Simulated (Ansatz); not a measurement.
Computed properties of In₂Si₂O₇

In2Si2O7:
```yaml
crystal:
  lattice:
    - [3.32553, 4.31641, 0.00000]
    - [-3.32553, 4.31641, 0.00000]
    - [-1.04537, 0.00000, 4.59366]
  atoms:
    - { symbol: In, position: [0.69226, 0.69226, 0.00000] }
    - { symbol: In, position: [0.30774, 0.30774, 0.00000] }
    - { symbol: Si, position: [0.22006, 0.77994, 0.41015] }
    - { symbol: Si, position: [0.77994, 0.22006, 0.58985] }
    - { symbol: O, position: [0.60939, 0.07905, 0.78144] }
    - { symbol: O, position: [0.39061, 0.92095, 0.21856] }
    - { symbol: O, position: [0.07905, 0.60939, 0.21856] }
    - { symbol: O, position: [0.92095, 0.39061, 0.78144] }
    - { symbol: O, position: [0.00000, 0.00000, 0.50000] }
    - { symbol: O, position: [0.61036, 0.38964, 0.28288] }
    - { symbol: O, position: [0.38964, 0.61036, 0.71712] }
```

Space group C2/m (No. 12); conventional cell a = 6.651 Å, b = 8.633 Å, c = 4.711 Å, α = γ = 90.00°, β = 102.82°.

Method: the program Ansatz at the r²SCAN level (PAW). Geometry: relaxed at this level of theory. Other levels are named where they apply.

### Cell and energy

```yaml
volume_per_atom: 11.99 Å³
density: 5.01 g/cm³
Formation energy from the elements (no fitted shifts): -2.48 eV/atom
```

### Electronic structure

```yaml
band_gap: 3.63 eV (direct)
valence_band_maximum: at Γ
conduction_band_minimum: at Γ
```

The workflow started from a Materials Project entry (that database holds measured and hypothetical structures alike); the Crystallography Open Database files this formula in space group No. 12, but the cells were not matched. Its standing as an ambient phase is unchecked. Symmetry was held in the r²SCAN relaxation; its stability against distortions is not shown here. The references are the lowest solids computed at this level, not always the standard phases (solids in place of the gases). Spin–orbit coupling is left out wherever it is not named.

Potentials: the later of the program's two PAW sets.
